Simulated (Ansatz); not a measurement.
**Rocksalt alloy of LiCl and LiBr (24 of 32 Cl sites exchanged), 64 atoms**

Ansatz, PAW, plane waves. PBEsol relaxation of volume and atoms (shape held) at the single k point (¼, ¼, ¼) without its symmetry partners; single points on the relaxed atoms at the single k point (¼, ¼, ¼) without its symmetry partners, onto which points of the small cell's zone fold. Arrangement: unlike neighbours preferred. No spin–orbit coupling unless named.

Relaxed structure:

```yaml
crystal:
  lattice:
    - [10.66499, 0.00000, 0.00000]
    - [0.00000, 10.66499, 0.00000]
    - [0.00000, 0.00000, 10.66499]
  atoms:
    - { symbol: Br, position: [0.25124, 0.00106, 0.00037] }
    - { symbol: Br, position: [0.25125, 0.00104, 0.50041] }
    - { symbol: Br, position: [0.25029, 0.49906, 0.99954] }
    - { symbol: Br, position: [0.25032, 0.49902, 0.50122] }
    - { symbol: Br, position: [0.74889, 0.00021, 0.00127] }
    - { symbol: Br, position: [0.74891, 0.00018, 0.49946] }
    - { symbol: Br, position: [0.74992, 0.49992, 0.00043] }
    - { symbol: Br, position: [0.75001, 0.49989, 0.50036] }
    - { symbol: Br, position: [0.00131, 0.25117, 0.00044] }
    - { symbol: Br, position: [0.00133, 0.25118, 0.50033] }
    - { symbol: Br, position: [0.00017, 0.74888, 0.00141] }
    - { symbol: Br, position: [0.00019, 0.74885, 0.49935] }
    - { symbol: Br, position: [0.00134, 0.00128, 0.75038] }
    - { symbol: Br, position: [0.49997, 0.00014, 0.25039] }
    - { symbol: Br, position: [0.49913, 0.00104, 0.75038] }
    - { symbol: Br, position: [0.50006, 0.49984, 0.25040] }
    - { symbol: Br, position: [0.49903, 0.49902, 0.75039] }
    - { symbol: Br, position: [0.25032, 0.25020, 0.25039] }
    - { symbol: Br, position: [0.25027, 0.74992, 0.25036] }
    - { symbol: Br, position: [0.25127, 0.74898, 0.75035] }
    - { symbol: Br, position: [0.74981, 0.25020, 0.25038] }
    - { symbol: Br, position: [0.74879, 0.25101, 0.75039] }
    - { symbol: Br, position: [0.74995, 0.74986, 0.25039] }
    - { symbol: Br, position: [0.74906, 0.74896, 0.75040] }
    - { symbol: Cl, position: [0.49849, 0.25012, 0.99877] }
    - { symbol: Cl, position: [0.49857, 0.25013, 0.50195] }
    - { symbol: Cl, position: [0.49996, 0.74981, 0.00042] }
    - { symbol: Cl, position: [0.49997, 0.74982, 0.50036] }
    - { symbol: Cl, position: [0.00019, 0.00028, 0.25038] }
    - { symbol: Cl, position: [0.00030, 0.49986, 0.25037] }
    - { symbol: Cl, position: [0.00174, 0.49843, 0.75048] }
    - { symbol: Cl, position: [0.25187, 0.25150, 0.75037] }
    - { symbol: Li, position: [0.00008, 0.00001, 0.00815] }
    - { symbol: Li, position: [0.00009, 0.99996, 0.49259] }
    - { symbol: Li, position: [0.00020, 0.49995, 0.00261] }
    - { symbol: Li, position: [0.00026, 0.49993, 0.49736] }
    - { symbol: Li, position: [0.49995, 0.00076, 0.00188] }
    - { symbol: Li, position: [0.49995, 0.00040, 0.49893] }
    - { symbol: Li, position: [0.50000, 0.50033, 0.00057] }
    - { symbol: Li, position: [0.50005, 0.50046, 0.50025] }
    - { symbol: Li, position: [0.26154, 0.25018, 0.99302] }
    - { symbol: Li, position: [0.26166, 0.25016, 0.50785] }
    - { symbol: Li, position: [0.26280, 0.75016, 0.99898] }
    - { symbol: Li, position: [0.26286, 0.75013, 0.50179] }
    - { symbol: Li, position: [0.73601, 0.25009, 0.99889] }
    - { symbol: Li, position: [0.73616, 0.25005, 0.50184] }
    - { symbol: Li, position: [0.73698, 0.75007, 0.00014] }
    - { symbol: Li, position: [0.73695, 0.75004, 0.50061] }
    - { symbol: Li, position: [0.23916, 0.00141, 0.25038] }
    - { symbol: Li, position: [0.24718, 0.00814, 0.75037] }
    - { symbol: Li, position: [0.23859, 0.49866, 0.25032] }
    - { symbol: Li, position: [0.24055, 0.49292, 0.75034] }
    - { symbol: Li, position: [0.76123, 0.00029, 0.25039] }
    - { symbol: Li, position: [0.75402, 0.00148, 0.75039] }
    - { symbol: Li, position: [0.76219, 0.49980, 0.25039] }
    - { symbol: Li, position: [0.76219, 0.49861, 0.75040] }
    - { symbol: Li, position: [0.00133, 0.25249, 0.25039] }
    - { symbol: Li, position: [0.00760, 0.25724, 0.75038] }
    - { symbol: Li, position: [0.00034, 0.74680, 0.25035] }
    - { symbol: Li, position: [0.00185, 0.74188, 0.75035] }
    - { symbol: Li, position: [0.49851, 0.25023, 0.25071] }
    - { symbol: Li, position: [0.49310, 0.25150, 0.75043] }
    - { symbol: Li, position: [0.49986, 0.74977, 0.25028] }
    - { symbol: Li, position: [0.49896, 0.74843, 0.75061] }
```

Q: What are the mean bond lengths by pair (pairs within 1.2 times the sum of covalent radii, less contacts 15 % beyond the pair's median; cation–cation pairs of compounds aside; long ionic contacts are cut short by that bound)?

A: Br–Li 2.686 ± 0.044 Å (standard deviation, 144 bonds); Cl–Li 2.612 ± 0.059 Å (standard deviation, 48 bonds).

Q: What gap lies between the top filled and the lowest empty level in the single points?

A: r²SCAN 6.75 eV (3.5 s on NVIDIA GB200). Away from Γ this isn't the crystal's band gap.
